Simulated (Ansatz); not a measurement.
# ZrPbO4: from a guess to a relaxed structure

The calculation used DFT PBE, scalar-relativistic, plane waves, PAW in Ansatz. Cutoff 420 eV, Gaussian smearing, Γ-centred meshes. Cell and atoms relax first on a coarse mesh and then on a finer one. In between, the cell is made exact in the group found at 0.06 Å. In metals the finer mesh still leaves noise of several meV/atom or more. The steps can't lower the symmetry of their start. No spin polarisation in the relaxation; trial moments died out in a coarse test.

A trial structure of ZrPbO4 was built thus: random cell by space group and Wyckoff sites (P6/mmm, No. 191). The dimensions are guesses.

```xyz
6
Lattice="3.7419 0.0000 0.0000 -1.8709 3.2405 0.0000 0.0000 0.0000 8.3614" Properties=species:S:1:pos:R:3 pbc="T T T"
Zr    0.0000    0.0000    4.1807
Pb    0.0000    0.0000    0.0000
O     0.0000    2.1604    5.3253
O     0.0000    2.1604    3.0361
O     1.8709    1.0802    3.0361
O     1.8709    1.0802    5.3253
```

Formation energies are uncorrected and refer to the elements' standard structures at the same level (O₂ as a molecule).

Q: Which structure results?

A: The symmetry stays P6/mmm (No. 191). The volume per atom shrinks by 28.4 %, from 16.9 to 12.1 Å³. The shortest distance goes from 2.16 Å (O–O) to 2.11 Å (O–O). The ratio c/a of the conventional cell changes by a factor of 0.76. The energy falls by about 0.34 eV/atom (the start's value is from the coarse mesh). Conventional cell: a = 3.661 Å, c = 6.256 Å. Zr has 12 O at 2.46 Å and 2 Pb at 3.13 Å; Pb is surrounded by 12 O at 2.82 Å and 2 Zr at 3.13 Å; around O lie 3 O at 2.11 Å, 3 Zr at 2.46 Å, 1 O at 2.53 Å and 3 Pb at 2.82 Å.

```yaml
crystal:
  lattice:
    - [3.66128, 0.00000, 0.00000]
    - [-1.83064, 3.17076, 0.00000]
    - [0.00000, 0.00000, 6.25572]
  atoms:
    - { symbol: Zr, position: [0.00000, 0.00000, 0.50000] }
    - { symbol: Pb, position: [0.00000, 0.00000, 0.00000] }
    - { symbol: O, position: [0.33333, 0.66667, 0.70226] }
    - { symbol: O, position: [0.33333, 0.66667, 0.29774] }
    - { symbol: O, position: [0.66667, 0.33333, 0.29774] }
    - { symbol: O, position: [0.66667, 0.33333, 0.70226] }
```

Q: How does it come out in energy, and is it a metal?

A:

* Energy over the elements: −0.86 eV/atom
* Gap on the 12×12×6 mesh of the 6-atom cell: 0 eV (a metal)

The last run used Gaussian smearing of 0.10 eV. These runs have no spin–orbit coupling, which can matter for Pb. A structure relaxed within its symmetry needn't be a true minimum. Another cell of ZrPbO4 relaxed alike, in P4/mmm, lies 1.10 eV/atom lower, so this cell isn't the stable form at this level.
